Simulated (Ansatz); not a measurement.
Level of theory: DFT PBE, scalar-relativistic, plane waves, PAW (Ansatz). All cells share a 420 eV cutoff and Γ-centred k meshes spaced about 0.3 Å⁻¹ or finer (0.25 for metals, 2π included). No spin polarisation in the final relaxations.

Temperature and zero-point effects are left out. All come from trial cells, and lower structures may exist.

Question: Order these relaxed structures of Al₄VN₂ by energy, lowest first, with the energy over the lowest of them.
A.

```
CELL_PARAMETERS angstrom
2.99997 0.00000 0.00000
-1.49998 2.59805 0.00000
0.00000 0.00000 12.07765
ATOMIC_POSITIONS crystal
Al 0.66667 0.33333 0.38422
Al 0.33333 0.66667 0.16691
Al 0.33333 0.66667 0.61578
Al 0.66667 0.33333 0.83309
V 0.00000 0.00000 0.00000
N 0.33333 0.66667 0.32313
N 0.66667 0.33333 0.67687
```

B.

```
CELL_PARAMETERS angstrom
-1.39818 1.39818 10.59034
1.39818 -1.39818 10.59034
1.39818 1.39818 -10.59034
ATOMIC_POSITIONS crystal
Al 0.40850 0.40850 0.00000
Al 0.79728 0.79728 0.00000
Al 0.59150 0.59150 0.00000
Al 0.20272 0.20272 0.00000
V 0.00000 0.00000 0.00000
N 0.89453 0.89453 0.00000
N 0.10547 0.10547 0.00000
```

C.

```
CELL_PARAMETERS angstrom
2.87499 0.00000 0.00000
-1.43749 2.48981 0.00000
0.00000 0.00000 11.80464
ATOMIC_POSITIONS crystal
Al 0.66667 0.33333 0.20451
Al 0.33333 0.66667 0.79549
Al 0.33333 0.66667 0.40326
Al 0.66667 0.33333 0.59674
V 0.00000 0.00000 0.00000
N 0.66667 0.33333 0.88671
N 0.33333 0.66667 0.11329
```

Answer: A (0 meV/atom), C (74 meV/atom), B (171 meV/atom). Forms: A P-3m1; C P-3m1; B I4/mmm. Counting Al or V atoms around N (for each partner element, those within 1.25 times its shortest distance or 1.15 times the sum of covalent radii, where it is the nearest in units of that sum or under 1.3): A has N 4; C has N 6; B has N 6.

Trial moments died out on the coarse mesh in P-3m1 and I4/mmm; another magnetic start might hold. Cells relaxed within their symmetry can be saddle points; a later kick test found a lower structure for Al4VN2 P-3m1 and Al4VN2 P-3m1.

Some structure types and database cells were kept out of the candidates from the start, so a known form may be missing.
